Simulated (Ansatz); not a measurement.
**SnRu3C, first-principles data**

SnRu3C:
```
SnRu3C
1.0
    4.04694     0.00000     0.00000
    0.00000     4.04694     0.00000
    0.00000     0.00000     4.04694
Sn Ru C
1 3 1
Cartesian
  0.00000   0.00000   0.00000
  0.00000   2.02347   2.02347
  2.02347   0.00000   2.02347
  2.02347   2.02347   0.00000
  2.02347   2.02347   2.02347
```

Space group Pm-3m (No. 221), anti-perovskite; conventional cell a = 4.0469 Å, b = 4.0469 Å, c = 4.0469 Å, α = 90.00°, β = 90.00°, γ = 90.00°.

Method: the program Ansatz at the PBEsol level (PAW). Geometry: relaxed at this level of theory. Other levels are named where they apply.

### Cell and energy

```yaml
volume_per_atom: 13.26 Å³
density: 10.87 g/cm³
Formation energy from the elements (no fitted shifts): 0.020 eV/atom
```

### Electronic structure

```yaml
electronic_character: metallic (no gap)
Density of states at the Fermi level: 0.27 states/eV per atom (mean over ±0.08 eV)
Gap with spin–orbit coupling: none (metallic)
```

### Mechanics

```yaml
Bulk modulus (Birch–Murnaghan fit): 272 GPa
Pressure derivative B′: 4.7
Elastic constants (relaxed ions, GPa): C11 = 523, C12 = 147, C44 = 126
mechanical_stability: stable (all eigenvalues of C positive)
hill_bulk_and_shear_moduli: 272 and 148 GPa
Young's modulus: 376 GPa
Poisson's ratio: 0.27
debye_temperature_from_the_elastic_constants: 516 K
```

### Phonons

```yaml
highest_zone_centre_frequency: 60.2 meV
zone_centre_stability: no imaginary mode at Γ
```

The start of the workflow was typed in or built on a structure type; neither database checked (COD, Materials Project) lists it. Whether it is the stable phase at ambient conditions was not checked. Symmetry was held in the PBEsol relaxation. The run is not spin-polarised. As this level gives no gap, shear constants depend on the k-mesh and smearing (Fermi–Dirac, 0.1 eV here). As this level gives no gap, phonon frequencies hold no LO–TO term and depend on the k-mesh and smearing (Fermi–Dirac, 0.1 eV here). The references are the lowest solids computed at this level, not always the standard phases. Scalar-relativistic: spin–orbit coupling is off unless named, which matters more the heavier the elements.

Potentials: the later of the program's two PAW sets.
